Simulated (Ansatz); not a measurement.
## Calculated with Ansatz: TlVCl$_{3}$, relaxation

The command:

```bash
ansatz run input.yaml --threads 2 --pin off --max-ram 3584MiB --backend cpu --events-out ev --progress --plain --runs-dir out
```

The input file (Ansatz 0.2.0, plane waves):

```yaml
crystal:
  lattice:
    - [6.960954, 0.0, 0.0]
    - [-3.480477, 6.028366, 0.0]
    - [0.0, 0.0, 5.901024]
  atoms:
    - { symbol: V, position: [0.0, 0.0, 0.0] }
    - { symbol: V, position: [0.0, 0.0, 0.5] }
    - { symbol: Tl, position: [0.3333, 0.6667, 0.75] }
    - { symbol: Tl, position: [0.6666, 0.3333, 0.25] }
    - { symbol: Cl, position: [0.1666, 0.3332, 0.25] }
    - { symbol: Cl, position: [0.8334, 0.1666, 0.75] }
    - { symbol: Cl, position: [0.6668, 0.8334, 0.25] }
    - { symbol: Cl, position: [0.8334, 0.6668, 0.75] }
    - { symbol: Cl, position: [0.1666, 0.8334, 0.25] }
    - { symbol: Cl, position: [0.3332, 0.1666, 0.75] }
  symmetry: { tolerance: 0.0003 }
kpoints:
  mp_grid: { grid: [6, 6, 6], shift: [0, 0, 0] }
magnetization:
  spin_polarized: false
scf:
  occupations: { method: fermi_dirac, width: 0.0357 }
  lower_state_search: "off"
hamiltonian:
  pseudopotentials: { kind: paw }
  xc: r2scan
basis:
  ecutwfc: 500
  fft_grid_basis: typed
relax:
  max_steps: 60
  cell: { p_target: 0.0 }
  f_tol: 0.03
output:
  forces: true
  stress: true
  eigenvalues: true
  bader: true
  populations: true
  elf: true
  write_potential: true
  volumetric_format: npy
  dos:
    e_range: [-12, 8]
    de: 0.05
    projected: { site_lists: { Cl: [Cl], Tl: [Tl], V: [V] } }
  write_density: true
checkpoint:
  read: saved_state
```

Origin of the cell: a known structure type with other elements, at an estimated volume, so it need not be a known compound.

The saved state is a converged single point of the same cell.

Steps («new basis» is an SCF on plane waves selected anew at the same cell):

```csv
step,ΔF (meV/atom),max force component (eV/Å),P (GPa),volume (Å³),SCF iterations,step was
1,0.0,0.436,-2.99,247.63,8,accepted
2,-43.5,0.030,-1.10,239.26,8,accepted
3,-69.2,0.029,-0.02,230.56,8,accepted
4,-75.4,0.067,0.53,233.94,7,accepted
5,-77.2,0.027,-0.09,234.68,5,accepted
6,-77.3,0.001,-0.02,234.53,6,accepted
7,-77.3,0.002,-0.02,234.53,6,new basis
```

The starting structure.

Space group P6_3/mmc (No. 194); the run's cell has a = 6.961 Å, b = 6.961 Å, c = 5.901 Å, α = 90.00°, β = 90.00°, γ = 120.00°. Shortest distances: Cl–V 2.49 Å, V–V 2.95 Å, Cl–Cl 3.48 Å, Cl–Tl 3.48 Å.

After:

Space group P6_3/mmc (No. 194); the run's cell has a = 7.265 Å, b = 7.265 Å, c = 5.131 Å, α = 90.00°, β = 90.00°, γ = 120.00°. Shortest distances: Cl–V 2.44 Å, V–V 2.57 Å, Cl–Cl 3.30 Å, Cl–Tl 3.33 Å.

```xyz
10
Lattice="7.2652 0.0000 0.0000 -3.6326 6.2919 0.0000 0.0000 0.0000 5.1306" Properties=species:S:1:pos:R:3 pbc="T T T"
V     0.0000    0.0000    0.0000
V     0.0000    0.0000    2.5653
Tl    0.0000    4.1946    3.8479
Tl    3.6326    2.0973    1.2826
Cl    0.0000    2.0743    1.2826
Cl    5.4688    1.0371    3.8479
Cl    1.8362    5.2547    1.2826
Cl    3.6326    4.2176    3.8479
Cl   -1.8362    5.2547    1.2826
Cl    1.7964    1.0371    3.8479
```

```
Free energy lowered by  : 77.3 meV/atom
Volume change           : -5.29 %
Final pressure          : -0.02 GPa
Relaxation steps listed : 7
Gap on the mesh         : none (metal)
```

Caveats: no spin polarisation, so a magnetic state may lie lower; no spin-orbit coupling, though heavy elements are present; the relaxation held the start's symmetry, so the end may be a saddle point.

The run took 3.6 min on 2 threads of Arm Neoverse V2 (shared host), peak memory 1.3 GiB, from a saved density.
